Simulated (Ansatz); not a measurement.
Cell and atoms are relaxed with the symmetry kept. Start:

```xyz
2
Lattice="2.2142 0.0000 0.0000 -1.1071 1.9176 0.0000 0.0000 0.0000 3.5000" Properties=species:S:1:pos:R:3 pbc="T T T"
Be    0.0000    1.2784    0.8750
Be    1.1071    0.6392    2.6250
```

The calculation used DFT LDA, scalar-relativistic, plane waves, PAW (Ansatz).

Settings: cutoff 420 eV, Γ-centred mesh 21×21×12 on the computed 2-atom cell, Gaussian smearing of 0.10 eV; no spin polarisation.

Task: What does it relax to?

Result: The volume rises by 0.11 Å³/atom to 7.55 Å³/atom, and the energy falls by 0.7 meV/atom. Final structure:
```cif
data_structure
_symmetry_space_group_name_H-M 'P 1'
_symmetry_Int_Tables_number 1
_cell_length_a 2.2261
_cell_length_b 2.2261
_cell_length_c 3.5163
_cell_angle_alpha 90.000
_cell_angle_beta 90.000
_cell_angle_gamma 120.000
_cell_volume 15.09
loop_
_atom_site_label
_atom_site_type_symbol
_atom_site_fract_x
_atom_site_fract_y
_atom_site_fract_z
_atom_site_occupancy
Be1 Be 0.33333 0.66667 0.25000 1
Be2 Be 0.66667 0.33333 0.75000 1
```

Cost: 1 run of about 0.13 core-minutes, on AMD EPYC 7R32 (Zen 2) (shared hosts).